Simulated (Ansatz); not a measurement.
LuP (PbO-type structure): a workflow

Computed with Ansatz (plane waves, PAW, 420 eV cutoff): PBEsol, scalar-relativistic, no spin polarisation, Γ-centred 6×6×10 mesh, 0.05 eV Gaussian smearing; PAW files: Ansatz's generated set soft_2.

This is a trial structure: such lanthanide and actinide compounds mostly take the rock-salt structure.

The first cell:

```yaml
crystal:
  lattice:
    - [4.55416, 0.00000, 0.00000]
    - [0.00000, 4.55416, 0.00000]
    - [0.00000, 0.00000, 5.73862]
  atoms:
    - { symbol: Lu, position: [0.50000, 0.00000, 0.23680] }
    - { symbol: Lu, position: [0.00000, 0.50000, 0.76320] }
    - { symbol: P, position: [0.00000, 0.00000, 0.00000] }
    - { symbol: P, position: [0.50000, 0.50000, 0.00000] }
```

The steps in volume:

```
run   level  k-mesh                    kind  V (Å³/atom)  P (GPa)  E − E(final) (meV/atom)  gap on the mesh (eV)
  1  PBEsol   8×8×6  cell and atoms relaxed        18.98      0.0                     -6.4                 metal
  2  PBEsol  6×6×10  cell and atoms relaxed        18.92      0.0                      0.0                 metal
```

Cell and atoms are those of this level's equilibrium.

The final structure (symmetry read at 0.01 Å). It takes space group P4/nmm (No. 129, tetragonal). Conventional cell: a = 4.779 Å, b = 4.779 Å, c = 3.313 Å, α = 90.00°, β = 90.00°, γ = 90.00°. Lu (site symmetry 4mm) has 8 P at 2.77 to 3.06 Å as nearest neighbours. P (site symmetry -4m2) has 8 Lu at 2.77 to 3.06 Å as nearest neighbours. (Shells end 15 % past the nearest neighbour.)

```json
{"atom": "Lu", "site": "2c", "symmetry": "4mm", "x": "0.5000", "y": "0.0000", "z": "0.4233"}
{"atom": "P", "site": "2a", "symmetry": "-4m2", "x": "0.0000", "y": "0.0000", "z": "0.0000"}
```

At the final geometry the gap, band path included, is zero (metallic). Against the elements' standard states, run alike and uncorrected, the formation energy is -1.06 eV/atom. The runs in the table took roughly 20 core-minutes.

**What lies behind the numbers.**

Formal charges Lu³⁺, P³⁻ balance and leave closed shells on every ion, yet the run finds no gap: the anions' valence bands overlap the cations' empty bands by 0.4 eV on the mesh. A better functional would shrink the overlap, but with one this large it would likely leave a semimetal or metal.

For elements this heavy, spin–orbit coupling would shift levels and gaps; it isn't included here.
